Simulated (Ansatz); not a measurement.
Tl3VSe4:
```yaml
crystal:
  lattice:
    - [-3.83018, 3.83018, 3.83018]
    - [3.83018, -3.83018, 3.83018]
    - [3.83018, 3.83018, -3.83018]
  atoms:
    - { symbol: V, position: [0.00000, 0.00000, 0.00000] }
    - { symbol: Tl, position: [0.50000, 0.50000, 0.00000] }
    - { symbol: Tl, position: [0.00000, 0.50000, 0.50000] }
    - { symbol: Tl, position: [0.50000, 0.00000, 0.50000] }
    - { symbol: Se, position: [0.65709, 0.65709, 0.65709] }
    - { symbol: Se, position: [0.34291, 0.00000, 0.00000] }
    - { symbol: Se, position: [0.00000, 0.00000, 0.34291] }
    - { symbol: Se, position: [0.00000, 0.34291, 0.00000] }
```

Relaxed with PBEsol.

Q: Which orbitals make up the states near the band edges in the program Ansatz at the PBEsol level (PAW)?

A: Top 1 eV of the valence band: Se 4p 66 %, V 3d 14 %, Tl 6s 12 %. Bottom 1 eV of the conduction band: V 3d 51 %, Se 4p 26 %, Tl 6p 16 %. Projections are on Löwdin-orthogonalised atomic valence shells; empty p or d shells of many metals are not among them.

Q: Tabulate the density of states.

A: States/eV per cell of 8 atoms, in 0.25 eV bins, energy from the valence-band maximum.

```csv
E (eV),total,Se 4p,Tl 6p,V 3d
-7.85,0.00,0.00,0.00,0.00
-7.60,0.00,0.00,0.00,0.00
-7.35,0.00,0.00,0.00,0.00
-7.10,0.00,0.00,0.00,0.00
-6.85,0.00,0.00,0.00,0.00
-6.60,0.00,0.00,0.00,0.00
-6.35,0.00,0.00,0.00,0.00
-6.10,0.00,0.00,0.00,0.00
-5.85,1.09,0.32,0.03,0.03
-5.60,2.77,0.75,0.14,0.07
-5.35,6.27,1.49,0.43,0.15
-5.10,4.67,1.07,0.39,0.10
-4.85,1.87,0.43,0.15,0.04
-4.60,3.17,0.78,0.25,0.05
-4.35,1.95,0.47,0.14,0.03
-4.10,1.08,0.27,0.08,0.01
-3.85,0.69,0.18,0.04,0.01
-3.60,0.41,0.13,0.01,0.00
-3.35,0.04,0.01,0.00,0.00
-3.10,0.00,0.00,0.00,0.00
-2.85,9.25,6.53,1.31,0.50
-2.60,8.33,5.29,1.46,1.28
-2.35,6.54,4.32,0.73,0.74
-2.10,5.01,3.27,0.62,0.69
-1.85,6.64,4.29,0.77,1.15
-1.60,14.04,9.21,1.07,3.15
-1.35,5.92,3.85,0.65,1.01
-1.10,7.47,4.70,0.76,1.11
-0.85,7.29,4.84,0.68,0.94
-0.60,8.73,5.70,0.46,1.39
-0.35,11.90,7.63,0.32,1.77
-0.10,4.87,3.57,0.12,0.45
0.15,0.00,0.00,0.00,0.00
0.40,0.00,0.00,0.00,0.00
0.65,0.00,0.00,0.00,0.00
0.90,0.00,0.00,0.00,0.00
1.15,0.00,0.00,0.00,0.00
1.40,0.00,0.00,0.00,0.00
1.65,7.44,1.33,0.77,5.06
1.90,7.62,1.86,1.28,3.93
2.15,7.10,2.01,1.64,2.82
2.40,9.14,2.94,1.22,4.15
2.65,6.53,1.96,0.85,3.05
2.90,5.30,1.64,1.10,2.04
3.15,3.70,0.97,1.71,0.68
3.40,5.35,1.21,3.04,0.60
3.65,5.44,1.13,3.41,0.39
3.90,3.43,0.55,2.41,0.11
4.15,3.24,0.53,2.30,0.07
4.40,2.86,0.43,2.04,0.05
4.65,2.21,0.23,1.56,0.04
4.90,2.94,0.40,1.97,0.06
5.15,6.78,0.99,4.55,0.15
5.40,5.37,0.75,3.58,0.11
5.65,4.32,0.49,2.98,0.07
5.90,4.34,0.48,3.00,0.06
6.15,2.67,0.26,1.85,0.04
6.40,11.48,1.68,7.90,0.11
```

Space group I-43m. The workflow started from a Materials Project entry (that database holds measured and hypothetical structures alike); the Crystallography Open Database copy checked does not list it. Its standing as an ambient phase is unchecked. The PBEsol relaxation kept the symmetry of its start; its stability against distortions is not shown here. The run is not spin-polarised. Scalar-relativistic: spin–orbit coupling is off unless named, which matters more the heavier the elements.

Potentials: the later of the program's two PAW sets.
